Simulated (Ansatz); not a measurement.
RuSe2 in space group Pa-3 (No. 205; Ru on 4a, Se on 8c), plane-wave PAW r²SCAN (Ansatz code), all energies at zero smearing, with the estimated change up to a 700 eV cutoff added, with one set of potentials and settings (totals compare only within such a set). Cell of 12 atoms (4 Ru, 8 Se): -67394.140 eV.

```json
[
 {"element": "Ru", "reference phase": "P6_3/mmc, 2 atoms in the cell", "E (eV/atom)": "-5890.7039"},
 {"element": "Se", "reference phase": "P3_121, 3 atoms in the cell", "E (eV/atom)": "-5478.1269"}
]
```

Formation energy per atom, worked out: (-67394.140 − 4×(-5890.7039) − 8×(-5478.1269))/12 = -0.526 eV/atom (-51 kJ per mol of atoms), at 0 K, without zero-point energy or fitted corrections.

The first step of the workflow began from a Materials Project structure, measured or hypothetical; the Crystallography Open Database files this formula in space group No. 205, but the cells were not matched. Its standing as an ambient phase is unchecked. The r²SCAN relaxation kept the symmetry of its start; its stability against distortions is not shown here. The run is not spin-polarised. The references are the lowest solids computed at this level, not always the standard phases.

Potentials: the later of the program's two PAW sets.
